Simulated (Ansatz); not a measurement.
A structure of TiO₂ relaxed with PBEsol (plane waves to 420 eV, PAW, scalar-relativistic; Ansatz, a program for electronic structure); single points at other levels follow on the same geometry (Ansatz, PAW; HSE06 at 420 eV on a 8×8×8 k-mesh; no spin-orbit coupling). Space group I4₁/amd (No. 141).

```cif
data_O4Ti2
_chemical_formula_sum 'Ti2 O4'
_space_group_name_H-M_alt 'P 1'
_space_group_IT_number 1
_cell_length_a 5.46984
_cell_length_b 5.46984
_cell_length_c 5.46984
_cell_angle_alpha 139.687
_cell_angle_beta 139.687
_cell_angle_gamma 58.329
loop_
_space_group_symop_operation_xyz
  'x, y, z'
loop_
_atom_site_label
_atom_site_type_symbol
_atom_site_fract_x
_atom_site_fract_y
_atom_site_fract_z
_atom_site_occupancy
Ti1 Ti 0.50000 0.50000 0.00000 1
Ti2 Ti 0.25000 0.75000 0.50000 1
O1 O 0.29249 0.29249 0.00000 1
O2 O 0.04249 0.54249 0.50000 1
O3 O 0.45751 0.95751 0.50000 1
O4 O 0.70751 0.70751 0.00000 1
```

```
level   gap (eV)      kind  conduction minimum
------  --------  --------  ------------------
PBEsol      2.11  indirect                   Γ
HSE06        [?]         –                 [?]
```

Some entries are withheld; supply them.


- HSE06, gap (eV): 3.65
- HSE06, conduction minimum: Γ

HSE06 gaps come from a coarse mesh plus a few chosen points, so they may be too large. No spin polarisation in the result.

Measured for TiO2: gap 3.42 eV (0 K or low temperature; as listed in Wei Kang, Mark S. Hybertsen, Physical Review B (2010)). Computed minus measured — gap: PBEsol -1.31 eV, HSE06 +0.23 eV. The computed values are for a static lattice, and a measured gap can be an optical one, lowered by exciton binding.

The run could not lose the symmetry of its start.

It was reached from a disturbed copy of a I4₁/amd (No. 141) cell (anatase type), against which it lies under 1 meV/atom.
